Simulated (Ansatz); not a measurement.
Data:

LiPb:
```
LiPb
1.0
    3.46432     0.00000     0.00000
    0.00000     3.46432     0.00000
    0.00000     0.00000     3.46432
Pb Li
1 1
Direct
  0.00000   0.00000   0.00000
  0.50000   0.50000   0.50000
```

This is the LDA-relaxed structure.

Problem. All from plane-wave PAW LDA (Ansatz code), unless another level is named. Estimate the density of states at the Fermi level.

Solution. 0.33 states/eV per atom (mean over ±0.08 eV).

Problem. Predict the formation energy from the elements (no fitted shifts).

Solution. -0.32 eV/atom.

Space group Pm-3m (CsCl type). The workflow started from an entry of the Crystallography Open Database (COD), which files this formula under 2 space groups. Its standing as an ambient phase is unchecked. The LDA relaxation kept the symmetry of its start; of distortions, only those at the zone centre were tested. The references are the lowest solids computed at this level, not always the standard phases. Scalar-relativistic: spin–orbit coupling is off unless named, which matters more the heavier the elements.

Potentials: the later of the program's two PAW sets.
